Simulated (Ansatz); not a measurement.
Q: Name crystals whose computed values (r²SCAN (plane waves, PAW; program Ansatz)) fall in these windows: Θ_D (K) 120 to 150; G_Hill (GPa) 18 to 25; B₀ by P(V) fit (GPa) 130 to 180.

A: 

```
crystal               Θ_D (K)  G_Hill (GPa)  B₀ by P(V) fit (GPa)
--------------------  -------  ------------  --------------------
Au, dhcp (α-La type)      138          20.9                   151
Au, hcp (Mg type)         145          23.2                   149
```
Others may fit too.

Built on a structure type that need not be the filed one of that space group: Au, dhcp (α-La type). Not the usual ambient phase: Au, dhcp (α-La type); Au, hcp (Mg type). All cells were relaxed under the symmetry of their starts (and spin orders); stability against distortions was not tested throughout. Scalar-relativistic: spin–orbit coupling is off unless named, which matters more the heavier the elements.

Potentials: the later of the program's two PAW sets.
